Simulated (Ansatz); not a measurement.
Zone-centre modes in WC

Theory: DFT r2SCAN, scalar-relativistic, plane waves, PAW (Ansatz 0.2.0). The runs took a 500 eV cutoff, a Γ-centred 24×24×24 mesh and Gaussian smearing (0.15 eV). Spin–orbit coupling is left out, which can shift energies with elements as heavy as these. No spin polarisation.

Zero of the scan (relaxed at this level; this rock-salt form isn't the usual structure):

```xyz
2
Lattice="0.0000 2.1824 2.1824 2.1824 0.0000 2.1824 2.1824 2.1824 0.0000" Properties=species:S:1:pos:R:3 pbc="T T T"
W     0.0000    0.0000    0.0000
C     2.1824    2.1824    2.1824
```

Harmonic modes by finite displacements of 0.02 Å, without the LO–TO term.

(1) At this geometry, is the structure stable against these modes?

(2) List the wavenumbers in cm⁻¹.

Answers

(1) Yes: no mode is imaginary beyond 10 cm⁻¹, and only the three translations lie near zero.

(2) 0, 0, 0, 381, 381, 381.

Cost: 1 run of about 3.3 core-minutes, on Intel Xeon Platinum 8259CL (Skylake/Cascade Lake) (shared hosts).